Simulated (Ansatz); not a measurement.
MgS, one cell by several methods

```
Mg S
1.0
    -0.05203    2.57563    2.57563
     2.57563   -0.05203    2.57563
     2.57563    2.57563   -0.05203
Mg S
1 1
Direct
  0.00000 0.00000 0.00000
  0.50000 0.50000 0.50000
```

Atoms are numbered in the order listed.

The cell is COD entry 9008672, as deposited and not checked against the literature; nothing was relaxed. The listed cell was then made from it by scaling, straining or moving an atom.

Levels of theory: DFT, PBEsol, PAW with Ansatz's default frozen-core files, scalar-relativistic (Ansatz 0.2.0); DFT, PBEsol, all-electron LAPW, scalar-relativistic (Ansatz 0.2.0).

For PAW: a Γ-centred 10×10×10 k mesh, Fermi–Dirac smearing of 0.03 eV, cutoff 420 eV, no spin polarisation; the PAW files were made with PBE, and the program remakes their frozen cores for this functional. LAPW targets a basis error of 0.25 meV/atom. The Ansatz runs share mesh, smearing and spin set-up. Plane-wave (PAW) pressures include the program's estimate of the Pulay term.

Stress and pressure are positive in compression.

The change that made this cell: equal xy, yz and zx engineering shear strains of -2 %.

PAW results:

```tsv
quantity	PAW
pressure (GPa)	-0.91
stress yz (GPa)	1.04
stress xz (GPa)	1.04
stress xy (GPa)	1.04
band gap (eV)	2.509
```

(1) What does full-potential LAPW give for the same quantities?

## Answers

(1) 
| quantity | LAPW |
| --- | --- |
| pressure (GPa) | -0.94 |
| stress yz (GPa) | 1.04 |
| stress xz (GPa) | 1.04 |
| stress xy (GPa) | 1.04 |
| band gap (eV) | 2.511 |
